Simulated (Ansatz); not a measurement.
Relaxed-ion elastic tensor of SiGe in space group Pmma (No. 51; Si on 2e, Ge on 2f) in GPa (Voigt order), plane-wave PAW r²SCAN (Ansatz code); density 3.92 g/cm³, 21.35 Å³ per atom.

```json
[
 {"": "1", "1": "177", "2": "24.7", "3": "52.4", "4": "0.0", "5": "0.0", "6": "0.0"},
 {"": "2", "1": "24.7", "2": "178", "3": "53.3", "4": "0.0", "5": "0.0", "6": "0.0"},
 {"": "3", "1": "52.4", "2": "53.3", "3": "147", "4": "0.0", "5": "0.0", "6": "0.0"},
 {"": "4", "1": "0.0", "2": "0.0", "3": "0.0", "4": "75.4", "5": "0.0", "6": "0.0"},
 {"": "5", "1": "0.0", "2": "0.0", "3": "0.0", "4": "0.0", "5": "75.5", "6": "0.0"},
 {"": "6", "1": "0.0", "2": "0.0", "3": "0.0", "4": "0.0", "5": "0.0", "6": "47.8"}
]
```

Q: Is the crystal mechanically stable?

A: Yes: the smallest eigenvalue of C is 47.8 GPa.

Q: Work out the Voigt, Reuss and Hill averages.

A: K_V = 84.8, K_R = 84.8, K_H = 84.8; G_V = 64.6, G_R = 61.4, G_H = 63.0 GPa.

Q: Give Young's modulus, Poisson's ratio, Pugh's ratio and the universal anisotropy index.

A: E = 9KG/(3K + G) = 151 GPa; ν = 0.20; K/G = 1.35 (brittle by the Pugh limit of 1.75); A_U = 5G_V/G_R + K_V/K_R − 6 = 0.26.

Q: Estimate the sound speeds and the Debye temperature.

A: v_l = √((K + 4G/3)/ρ) = 6560 m/s, v_t = √(G/ρ) = 4010 m/s, mean 4430 m/s; Θ = (h/k)(3n/4πV)^(1/3) v_m = 475 K.

Q: Solve the Christoffel equation for the three sound speeds along x, y, z.

A: Eigenvalues of C_ijkl n_j n_l equal ρv². In km/s, slowest first: x 3.49, 4.39, 6.73; y 3.49, 4.39, 6.74; z 4.39, 4.39, 6.13.

Q: How much does each axis shrink under pressure?

A: Linear compressibilities β_i = Σ_j S_ij (j = 1 to 3): x 3.9, y 3.9, z 4.0 per TPa.

The start of the workflow was typed in or built on a structure type; neither database checked (COD, Materials Project) lists it. Its standing as an ambient phase is unchecked. The r²SCAN relaxation kept the symmetry of its start; whether a distortion lowers the energy is not shown.

Potentials: the earlier of the program's two PAW sets.
